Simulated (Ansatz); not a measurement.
# Calculated with Ansatz: Ag$_{5}$P$_{2}$O$_{6}$, relaxation

The input file (Ansatz 0.2.0, plane waves):

```yaml
crystal:
  lattice:
    - [2.874279, 4.978394, 0.0]
    - [-2.874279, 4.978394, 0.0]
    - [0.0, 0.0, 6.226984]
  atoms:
    - { symbol: Ag, position: [0.0, 0.0, 0.2412] }
    - { symbol: Ag, position: [0.0, 0.0, 0.7588] }
    - { symbol: P, position: [0.6667, 0.6666, 0.5] }
    - { symbol: P, position: [0.3333, 0.3334, 0.5] }
    - { symbol: Ag, position: [0.5, 0.5, 0.0] }
    - { symbol: Ag, position: [0.0, 0.5, 0.0] }
    - { symbol: Ag, position: [0.5, 0.0, 0.0] }
    - { symbol: O, position: [0.6208, 0.3792, 0.6892] }
    - { symbol: O, position: [0.0, 0.6208, 0.6892] }
    - { symbol: O, position: [0.3792, 0.0, 0.6892] }
    - { symbol: O, position: [0.0, 0.3792, 0.3108] }
    - { symbol: O, position: [0.3792, 0.6208, 0.3108] }
    - { symbol: O, position: [0.6208, 0.0, 0.3108] }
  symmetry: { tolerance: 0.0003 }
kpoints:
  mp_grid: { grid: [5, 5, 4], shift: [0, 0, 0] }
magnetization:
  spin_polarized: false
scf:
  occupations: { method: gaussian, width: 0.0216 }
  lower_state_search: "off"
hamiltonian:
  pseudopotentials: { kind: paw }
  xc: pbe
basis:
  ecutwfc: 420
  fft_grid_basis: typed
relax:
  max_steps: 40
output:
  forces: true
  stress: true
  eigenvalues: true
  bader: false
  populations: true
  elf: true
  write_potential: true
  volumetric_format: npy
  dos:
    e_range: [-12, 8]
    de: 0.05
    projected: { site_lists: { Ag: [Ag], O: [O], P: [P] } }
  write_density: true
checkpoint:
  read: saved_state
```

The command:

```bash
ansatz run input.yaml --threads 2 --pin off --max-ram 3584MiB --backend cpu --events-out ev --progress --plain --runs-dir out
```

Origin of the cell: a known structure type with other elements, at an estimated volume, so it need not be a known compound.

The saved state is a converged single point of the same cell.

Steps:

| step | ΔF (meV/atom) | max force component (eV/Å) | SCF iterations | step was |
| --- | --- | --- | --- | --- |
| 1 | 0.0 | 1.717 | 7 | accepted |
| 2 | -64.3 | 0.865 | 6 | accepted |
| 3 | -90.0 | 0.328 | 6 | accepted |
| 4 | -96.6 | 0.454 | 7 | accepted |
| 5 | -99.0 | 0.043 | 6 | accepted |
| 6 | -99.0 | 0.033 | 7 | accepted |
| 7 | -99.0 | 0.002 | 6 | accepted |

The starting structure.

Space group P-31m (No. 162); the run's cell has a = 5.749 Å, b = 5.749 Å, c = 6.227 Å, α = 90.00°, β = 90.00°, γ = 60.00°. Shortest distances: Ag–O 2.06 Å, O–P 2.15 Å, O–O 2.74 Å, Ag–Ag 2.87 Å, P–P 3.32 Å, Ag–P 3.53 Å.

After:

Space group P-31m (No. 162); the run's cell has a = 5.749 Å, b = 5.749 Å, c = 6.227 Å, α = 90.00°, β = 90.00°, γ = 60.00°. Shortest distances: O–P 2.01 Å, Ag–O 2.18 Å, O–O 2.28 Å, Ag–Ag 2.71 Å, P–P 3.32 Å, Ag–P 3.53 Å.

```xyz
13
Lattice="2.8743 4.9784 0.0000 -2.8743 4.9784 0.0000 0.0000 0.0000 6.2270" Properties=species:S:1:pos:R:3 pbc="T T T"
Ag    0.0000    0.0000    1.3540
Ag    0.0000    0.0000    4.8730
P     0.0000    6.6379    3.1135
P     0.0000    3.3189    3.1135
Ag    0.0000    4.9784    0.0000
Ag   -1.4371    2.4892    0.0000
Ag    1.4371    2.4892    0.0000
O     0.5431    4.9784    4.1158
O    -1.7087    2.9595    4.1158
O     1.1656    2.0189    4.1158
O    -1.1656    2.0189    2.1111
O    -0.5431    4.9784    2.1111
O     1.7087    2.9595    2.1111
```

```
Free energy lowered by  : 99.0 meV/atom
Final pressure          : -6.14 GPa
Relaxation steps listed : 7
```

Caveats: no moments, though an odd count or open d shells may carry them; the SCF threshold is looser than advised for a stress; the relaxation held the start's symmetry, so the end may be a saddle point.

Time: 47 s on 2 threads of Intel(R) Xeon(R) 6975P-C (Granite Rapids), on a shared host, peak memory 0.71 GiB, from a saved density.
